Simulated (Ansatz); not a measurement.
Relaxed candidate structures of C:

**A**
```xyz
6
Lattice="-2.1810 2.1810 2.1810 2.1810 -2.1810 2.1810 2.1810 2.1810 -2.1810" Properties=species:S:1:pos:R:3 pbc="T T T"
C      1.0905     0.0000     2.1810
C      2.1810     1.0905     0.0000
C      0.0000     1.0905     2.1810
C      1.0905     2.1810     0.0000
C      2.1810     0.0000     1.0905
C      0.0000     2.1810     1.0905
```

**B**
```
C
1.0
   -2.05236     2.05236     2.05236
    2.05236    -2.05236     2.05236
    2.05236     2.05236    -2.05236
C
4
Direct
  0.00000   0.25000   0.50000
  0.25000   0.50000   0.00000
  0.50000   0.00000   0.25000
  0.25000   0.25000   0.25000
```

**C**
```xyz
4
Lattice="-2.1782 2.1782 1.2495 2.1782 -2.1782 1.2495 2.1782 2.1782 -1.2495" Properties=species:S:1:pos:R:3 pbc="T T T"
C      0.7855     0.7855     0.0000
C      1.3927    -1.3927     1.2495
C     -1.3927     1.3927     1.2495
C      1.3927     1.3927     1.2495
```

**D**
```xyz
8
Lattice="-2.2244 2.2244 2.2244 2.2244 -2.2244 2.2244 2.2244 2.2244 -2.2244" Properties=species:S:1:pos:R:3 pbc="T T T"
C      0.4195     0.4195     0.4195
C     -0.4195     1.8049     0.4195
C      0.4195    -0.4195     1.8049
C      1.8049     0.4195    -0.4195
C      1.8049     1.8049     1.8049
C      0.4195     2.6438    -0.4195
C     -0.4195     0.4195     2.6438
C      2.6438    -0.4195     0.4195
```

Order them by energy per atom (lowest first) at the level PBEsol (plane waves to 420 eV, PAW, scalar-relativistic; Ansatz, a first-principles code).

C (reference), A (+217 meV/atom), D (+466 meV/atom), B (+1.05 eV/atom)

Give each candidate's band gap.

No gap: B. A: 2.45 eV (no spin-orbit coupling); C: 2.27 eV (no spin-orbit coupling); D: 2.30 eV (no spin-orbit coupling).

The lowest structure calculated, Fd-3m, cF8, diamond type, is not among these; it lies 0.21 eV/atom below the lowest of them.  2 generated cells of layers, chains or molecules, poorly bound without dispersion, are left out. Each run could gain symmetry but not lose that of its start, so entries can be saddle points. All of these are generated cells (placed on structure types, drawn at random, substituted or restacked) that were not matched to a known phase here. Energies are at zero temperature and pressure, without zero-point motion. Each cell has its own k-point mesh; energy differences are given only to the digits this allows. No spin polarisation in the result.
